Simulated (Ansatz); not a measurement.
A relaxed cell of TiO$_{2}$ (I4₁/amd (No. 141)), relaxed on a k-mesh at least as fine as the one used below. The numbers are results of r2SCAN (plane waves to 500 eV, PAW, scalar-relativistic; Ansatz, a quantum-chemistry and plane-wave program), not measurements. Γ-centred k-mesh 7×7×9 on the run's cell (coarser than for final values), Fermi–Dirac smearing 0.05 eV.

```
CELL_PARAMETERS angstrom
     -1.88900     1.88900     4.79434
      1.88900    -1.88900     4.79434
      1.88900     1.88900    -4.79434
ATOMIC_POSITIONS crystal
  Ti 0.50000 0.50000 0.00000
  Ti 0.25000 0.75000 0.50000
  O  0.29278 0.29278 0.00000
  O  0.04278 0.54278 0.50000
  O  0.45722 0.95722 0.50000
  O  0.70722 0.70722 0.00000
```

The atoms are displaced by (Å):

```csv
atom,ux,uy,uz
Ti1,0.169,-0.061,0.350
Ti2,0.780,0.096,-0.018
O3,0.532,-0.458,0.009
O4,-0.644,0.237,-0.240
O5,-0.079,-0.147,-0.266
O6,-0.393,-0.302,-0.018
```

### Question
What forces (eV/Å) and pressure result?

### Answer
```csv
atom,Fx,Fy,Fz
Ti1,-2.74,0.48,-6.25
Ti2,-2.49,-2.00,3.78
O3,-5.69,1.15,-3.13
O4,3.19,-3.83,0.71
O5,3.97,2.43,2.83
O6,3.76,1.77,2.05
```

Pressure +8.0 GPa.

### Question
Estimate the energy cost of the displacement in the harmonic approximation and compare with the calculation.

### Answer
For a harmonic well ΔE = −½ Σ F·u = 7.533 eV a cell, or 1255 meV/atom. The calculated energy relative to the undisplaced cell is +1.536 eV/atom, so anharmonic terms matter at this amplitude.

No spin polarisation in the result.

The run that gave the undisplaced cell could not lose the symmetry of its start; a randomly shaken copy of 6 atoms returns to this structure.
